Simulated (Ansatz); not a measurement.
MoRh in space group Pmma (No. 51; Mo on 2e, Rh on 2f) under volume change, the program Ansatz at the PBEsol level (PAW), shape and atoms relaxed at each volume.

```json
[
 {"V (Å³/atom)": "12.963", "E − E(relaxed) (meV/atom)": "126.8", "P (GPa)": "34.60"},
 {"V (Å³/atom)": "13.390", "E − E(relaxed) (meV/atom)": "…", "P (GPa)": "…"},
 {"V (Å³/atom)": "13.817", "E − E(relaxed) (meV/atom)": "12.5", "P (GPa)": "9.65"},
 {"V (Å³/atom)": "14.245", "E − E(relaxed) (meV/atom)": "0.0", "P (GPa)": "0.00"},
 {"V (Å³/atom)": "14.672", "E − E(relaxed) (meV/atom)": "…", "P (GPa)": "…"},
 {"V (Å³/atom)": "15.099", "E − E(relaxed) (meV/atom)": "42.3", "P (GPa)": "-14.98"},
 {"V (Å³/atom)": "15.527", "E − E(relaxed) (meV/atom)": "90.1", "P (GPa)": "-20.71"}
]
```

Question: What belongs in the gaps?

Answer: 
- 13.390, E − E(relaxed) (meV/atom): 53.1
- 13.390, P (GPa): 21.07
- 14.672, E − E(relaxed) (meV/atom): 11.2
- 14.672, P (GPa): -8.13

Question: What does a third-order Birch–Murnaghan fit give for V₀, B₀ and B′?

Answer: V₀ = 14.25 Å³/atom, B₀ = 294 GPa, B′ = 4.7.

The workflow started from a Materials Project entry (that database holds measured and hypothetical structures alike); the Crystallography Open Database copy checked does not list it. With Mo and Rh taken as one species the cell has the higher symmetry P6_3/mmc, so it may be an ordered model of a mixed-site phase. Whether it is the stable phase at ambient conditions was not checked. The PBEsol relaxation kept the symmetry of its start; of distortions, only those at the zone centre were tested. No spin polarisation was allowed. Spin–orbit coupling is left out wherever it is not named.

Potentials: the later of the program's two PAW sets.
